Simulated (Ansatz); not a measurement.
## Stress against strain in Lu

```xyz
2
Lattice="3.5099 0.0000 0.0000 -1.7549 3.0397 0.0000 0.0000 0.0000 5.5666" Properties=species:S:1:pos:R:3 pbc="T T T"
Lu    0.0000    2.0264    1.3917
Lu    1.7549    1.0132    4.1749
```

Atoms are numbered in the order listed.

The geometry is COD entry 1538083, unchecked; take it as a test cell.

Spin–orbit coupling is left out, though it moves levels of the heavy atoms by tenths of an eV or more.

Level of theory: DFT, PBEsol, all-electron LAPW, scalar-relativistic (Ansatz 0.2.0).

The runs use a Γ-centred 13×13×8 k mesh, Fermi–Dirac smearing of 0.03 eV, basis error target 0.5 meV/atom, no spin polarisation.

The strain is applied along the Cartesian axes of the cell as listed (the other components stay zero). Fractional coordinates are held (clamped ions).

σ is the change of stress from the unstrained cell, which is at -3.38 GPa; tension is positive, so slopes are stress–strain coefficients at that pressure. In a metal the k mesh adds noise.

Only quantities that a quadratic follows smoothly over the whole series are listed; rougher ones are left out.

| εzz | σzz (GPa) | σxx (GPa) |
| --- | --- | --- |
| -0.0200 | -1.46 | -0.37 |
| 0.0000 | 0.00 | 0.00 |
| 0.0100 | 0.73 | 0.16 |
| 0.0200 | 1.47 | 0.29 |

Question: Fit the series and read off the stiffness at zero strain.

Answer: Least-squares fits y = p0 + p1 x + p2 x² to the rows give σzz (GPa): p1 = 73.2, p2 = 16; σxx (GPa): p1 = 16.5, p2 = -100. So C33 = 73 GPa and C13 = 17 GPa, for these axes.

Question: One run, at εzz = -0.0100, is withheld. Predict its row.

Answer: The fits give -0.73, -0.17; the run gave -0.68, -0.19.
